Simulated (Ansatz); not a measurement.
SiNi:
Space group Pnma (No. 62); a = 5.0924 Å, b = 3.3581 Å, c = 5.5657 Å, α = β = γ = 90.00°

| atom | site | symmetry | x | y | z |
|---|---|---|---|---|---|
| Ni | 4c | .m. | 0.0078 | 0.2500 | 0.8108 |
| Si | 4c | .m. | 0.1788 | 0.2500 | 0.4158 |

Relaxed at zero pressure with r²SCAN (plane waves, PAW; program Ansatz).

### Question
The volume is raised by 9 % and shape and atoms relax at that volume. What pressure results, and how do the axes share the change?

### Answer
-12.6 GPa; a 2.6 %, b 2.3 %, c 3.8 %; the energy rises by 46 meV/atom.

### Question
Give the new structure.

### Answer

Space group Pnma (No. 62); a = 5.2267 Å, b = 3.4360 Å, c = 5.7767 Å, α = 90.00°, β = 90.00°, γ = 90.00°

| atom | site | symmetry | x | y | z |
|---|---|---|---|---|---|
| Ni | 4c | .m. | 0.0039 | 0.2500 | 0.8055 |
| Si | 4c | .m. | 0.1832 | 0.2500 | 0.4191 |

The phase is kept; no other phase was compared at this pressure.

The cell was relaxed with r²SCAN under the symmetry of its start. The workflow began spin-polarised and lost its moments.

Potentials: the later of the program's two PAW sets.
